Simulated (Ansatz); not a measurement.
ZrC in space group Pm-3m (No. 221; Zr on 3c, C on 3d), the program Ansatz at the r²SCAN level (PAW), all energies at zero smearing, with the estimated change up to a 700 eV cutoff added, with one set of potentials and settings (totals compare only within such a set). Cell of 6 atoms (3 Zr, 3 C): -13336.822 eV.

```
element                reference phase  E (eV/atom)
-------  -----------------------------  -----------
Zr       P6_3/mmc, 2 atoms in the cell   -4195.0547
C        P6_3/mmc, 4 atoms in the cell    -251.6688
```

Formation energy per atom, worked out: (-13336.822 − 3×(-4195.0547) − 3×(-251.6688))/6 = 0.558 eV/atom (54 kJ per mol of atoms), at 0 K, without zero-point energy or fitted corrections.

The start of the workflow was typed in or built on a structure type; neither database checked (COD, Materials Project) lists it. It is not the phase usual at ambient conditions (space group No. 225). The cell was relaxed with r²SCAN under the symmetry of its start; its stability against distortions is not shown here. No spin polarisation was allowed. The volume moved by 17 % from the start of the relaxation. Its formation energy is positive at this level, so the cell may be metastable or incomplete. The references are the lowest solids computed at this level, not always the standard phases.

Potentials: the earlier of the program's two PAW sets.
